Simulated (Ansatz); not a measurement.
In plane-wave PAW r²SCAN (Ansatz code), Ga in the α-Ga structure (Cmce) relaxes to a = 4.474 Å, b = 7.597 Å, c = 4.526 Å.

Electronic character: metallic (no gap). Gap from r²SCAN with spin–orbit coupling: none (metallic).

The bulk modulus is 62.3 GPa. The highest mode at Γ lies at 240 cm⁻¹.

The cell was relaxed with r²SCAN under the symmetry of its start; of distortions, only those at the zone centre were tested. As this level gives no gap, phonon frequencies hold no LO–TO term and depend on the k-mesh and smearing (Fermi–Dirac, 0.1 eV here). Axis ratios of metals converge slowly with the k-mesh, so a and c are less sure than the volume. Spin–orbit coupling is left out wherever it is not named.

Potentials: the earlier of the program's two PAW sets.
